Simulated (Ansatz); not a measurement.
SnS in space group Pnma (No. 62; Sn on 4c, S on 4c), PBE+D3(BJ) in the plane-wave PAW code Ansatz. The conduction-band minimum lies on the Y–Γ line, 36 % of the way from Y, with 2 equivalent valleys. Second derivatives d²E/dk² of the lowest band at one valley (eV·Å²), along Cartesian directions:

```
direction  d²E/dk²
---------  -------
[100]        9.513
[010]        82.23
[001]        43.44
[110]        45.91
[101]        26.44
[011]        62.74
```

Task: Find the principal effective masses, the density-of-states mass and the conductivity mass.

Result: Off-diagonal terms follow from H_xy = H[110] − (H_xx + H_yy)/2, and m*/mₑ = 7.620 eV·Å² over each eigenvalue: 0.093, 0.18, 0.80. One valley's DOS mass (m₁m₂m₃)^(1/3) = 0.24, conductivity mass 3/(Σ 1/mᵢ) = 0.17 mₑ.

Task: What effective density of states Nc follows at 300 K for parabolic valleys?

Result: Nc = 2.509e19 × 2 × (0.24)^(3/2) ≈ 5.9e18 cm⁻³.

Symmetry was held in the PBE+D3(BJ) relaxation. Spin–orbit coupling is left out wherever it is not named.

Potentials: the later of the program's two PAW sets.

Edges and masses are those of Kohn–Sham bands, whose gap is no quasiparticle gap.
